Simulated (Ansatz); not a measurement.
**Lu3Al with scf.convergence.dr2_threshold, crystal.symmetry changed**

Computed with the plane-wave PAW code Ansatz (scalar-relativistic, PAW set soft_2): PBEsol, no spin polarisation, 420 eV cutoff, k-mesh 6×6×6. These are the settings of the reference run.

Cell:

```
Al Lu
1.0
     6.52446    0.00000    0.00000
    -3.26223    5.65035    0.00000
     0.00000    0.00000    5.14242
Al Lu
2 6
Direct
  0.66667 0.33333 0.25000
  0.33333 0.66667 0.75000
  0.82726 0.17274 0.75000
  0.34549 0.17274 0.75000
  0.82726 0.65451 0.75000
  0.17274 0.82726 0.25000
  0.65451 0.82726 0.25000
  0.17274 0.34549 0.25000
```

The reference run of this cell is solved again as a single point with these keys changed:

| key | reference run | changed run |
| --- | --- | --- |
| scf.convergence.dr2_threshold | not typed | 1e-09 |
| crystal.symmetry | not typed | {detect: false} |

Problem. How far do the results move?

Solution. 

| quantity | reference run | changed run |
| --- | --- | --- |
| energy, changed less reference (meV an atom) | 0 | 0.0 |
| pressure (GPa) | 0.0 | 0.0 |
| largest force (eV/Å) | 0.00 | 0.00 |
| gap on the mesh (eV) | 0.00 | 0.00 |

The results hardly move, so these settings together matter little here, or the typed value is the one that the program takes anyway. It took 11 iterations from the trained starting density.

Caveats: a single point, atoms not relaxed again.
